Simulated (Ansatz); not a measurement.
A plane-wave DFT run in Ansatz 0.2.0 (scalar-relativistic PAW potentials unless the input names others): input and command.

```yaml
crystal:
  lattice:
    - [3.7454356741, 0.0, -0.0032011972]
    - [0.0, 3.7454370421, 0.0]
    - [-1.8744077613, 0.0, 1.9892343776]
  atom:
    - { symbol: Pd, position: [0.0, 0.0, 0.0] }
    - { symbol: Pd, position: [0.5, 0.5, 0.0] }
basis:
  ecutwfc: 420
kpoints:
  mp_grid: { grid: [9, 9, 17] }
hamiltonian:
  xc: lda
scf:
  occupations: { method: gaussian, width: 0.1 }
  max_iter: 80
output:
  forces: true
  eigenvalues: true
  stress: true
```

```bash
ansatz run input.yaml --threads 4 --pin off --max-ram 8192MiB --backend cpu --events-out ev --progress --plain --runs-dir out
```

What will the program do with this input?

The program refuses it, because of a misspelt key (the key crystal.atoms typed as atom). With the key spelt rightly it is accepted.

Abridged log:
```
Error: YAML parse error: error: line 6 column 3: unknown field `atom`, expected one of checkpoint, saddle_side, structure_sha256, lattice, periodic, space_group, setting, atoms, reduce_to_primitive, conventional_axes, supercell, defects, symmetry, host
 --> <input>:6:3
  |
4 |     - [0.0, 3.7454370421, 0.0]
5 |     - [-1.8744077613, 0.0, 1.9892343776]
6 |   atom:
  |   ^ unknown field `atom`, expected one of checkpoint, saddle_side, structure_sha256, lattice, periodic, space_group, setting, atoms, reduce_to_primitive, conventional_axes, supercell, defects, symmetry, host
7 |     - { symbol: Pd, position: [0.0, 0.0, 0.0] }
8 |     - { symbol: Pd, position: [0.5, 0.5, 0.0] }
  |
```